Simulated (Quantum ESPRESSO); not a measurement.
## Calculated data, HfAl$_{6}$In (simulated cell)

Calculation on a made-up metal alloy cell, not a measurement, with one named mistake planted (healthy values lack it): no spin or spin-orbit, unrelaxed, 2900 K smearing, stress positive in tension, cell energy less the intended atoms' offsets; periodic Kohn-Sham density functional theory in plane waves with PseudoDojo standard norm-conserving scalar-relativistic pseudopotentials, each functional with its own files (v0.5 for PBE, v0.4.1 for LDA and PBEsol), eight atoms on drawn sites of a strained close-packed or body-centred lattice, each displaced and held fixed; the energy is the cell's free energy, ions and the entropy term -TS included, at the stated Fermi-Dirac width, less a fixed offset for each atom's element (shifted free energy); compositions with an open d shell lost a parallel starting moment in a cheaper test run, and other magnetic orders were not tried; an error bar is the largest change of its kind in a tighter rerun, never given below 0.002 eV, 0.02 GPa or 0.003 eV/angstrom, and covers cutoff and k-mesh only, not smearing or the files. Program: Quantum ESPRESSO 7.5.

Entry: HfAl$_{6}$In (simulated cell)

```
cell vectors (Å)
  -0.0035    -0.0685     4.5873
   5.7672     0.0404    -0.0045
  -2.8486     5.0139    -0.0734
atoms (fractions of the cell vectors)
Al  0.02153  0.00872  0.01155
Al  0.02311  0.02593  0.51087
Hf -0.01549  0.50705 -0.00713
Al -0.00187  0.48834  0.51504
Al  0.52094  0.20220  0.34845
Al  0.49134  0.17829  0.84508
In  0.50539  0.67158  0.32236
Al  0.47466  0.68230  0.84269
```

| Property | Result |
| --- | --- |
| lattice type | hexagonal close-packed |
| intended functional | pbe |
| cutoff | 1034 eV |
| fermi dirac smearing | 0.25 eV |
| intended electrons removed | 0 |
| healthy entropy term negative ts | -0.729 eV |
| healthy pressure | 10.48 GPa |
| healthy stress xx | -8.87 GPa |
| healthy stress yy | -8.55 GPa |
| healthy stress zz | -14.03 GPa |
| healthy stress yz | -1.3 GPa |
| healthy stress xz | -0.28 GPa |
| healthy stress xy | 0.11 GPa |
| fault kind | wrong functional |
| fault functional | lda |
| run command | mpirun -np 4 pw.x -nk 4 -in in |
| run processor | Intel Xeon, 2023 or later, virtual cores |
| k mesh | 6 x 6 x 6 shifted half a step off Gamma on each axis |
| structure shown | the intended cell |
| healthy shifted free energy | 1.035 eV |
| faulty entropy term negative ts | -0.734 eV |
| faulty pressure | 4.62 GPa |
| faulty stress xx | -3.22 GPa |
| faulty stress yy | -2.82 GPa |
| faulty stress zz | -7.82 GPa |
| faulty stress yz | -1.33 GPa |
| faulty stress xz | -0.26 GPa |
| faulty stress xy | 0.11 GPa |
| faulty shifted free energy | -2.352 eV |

Atoms:
| atoms element | atom site | atom energy offset (eV) |
| --- | --- | --- |
| Al | 1 | -63.26 |
| Al | 2 | -63.26 |
| Hf | 3 | -1535.13 |
| Al | 4 | -63.26 |
| Al | 5 | -63.26 |
| Al | 6 | -63.26 |
| In | 7 | -1808.02 |
| Al | 8 | -63.26 |

Healthy forces:
| site | x (eV/Å) | y (eV/Å) | z (eV/Å) |
| --- | --- | --- | --- |
| 1 | 0.252 | 0.055 | -0.54 |
| 2 | -0.434 | -0.33 | -0.305 |
| 3 | -0.532 | 0.193 | 0.095 |
| 4 | 0.983 | -0.557 | 0.284 |
| 5 | -0.667 | -0.138 | -0.221 |
| 6 | -0.65 | -0.557 | 0.27 |
| 7 | 0.378 | 1.759 | -0.342 |
| 8 | 0.669 | -0.424 | 0.759 |

Faulty forces:
| site | x (eV/Å) | y (eV/Å) | z (eV/Å) |
| --- | --- | --- | --- |
| 1 | 0.222 | 0.076 | -0.486 |
| 2 | -0.388 | -0.324 | -0.276 |
| 3 | -0.471 | 0.214 | 0.086 |
| 4 | 0.882 | -0.507 | 0.25 |
| 5 | -0.581 | -0.132 | -0.205 |
| 6 | -0.53 | -0.457 | 0.247 |
| 7 | 0.332 | 1.462 | -0.313 |
| 8 | 0.534 | -0.332 | 0.697 |

Notes: heavy elements are run without spin-orbit coupling, which real alloys of them have; a spin test at this wide smearing found no moment, but such smearing suppresses magnetism that the real alloy may have; another functional or element uses other pseudopotential files, so its energy jump is mostly a change of zero; lattice, volume and sites are drawn at random and may be unstable or far from any real phase; energies are for the whole cell, less offsets fitted to these runs, so they are not formation energies; error bars of the healthy run: energy 0.0097 eV, stress 0.29 GPa, force 0.016 eV/Å, from a tighter rerun of this or a related cell; 10 SCF iterations, 161 s of wall time on a shared machine.
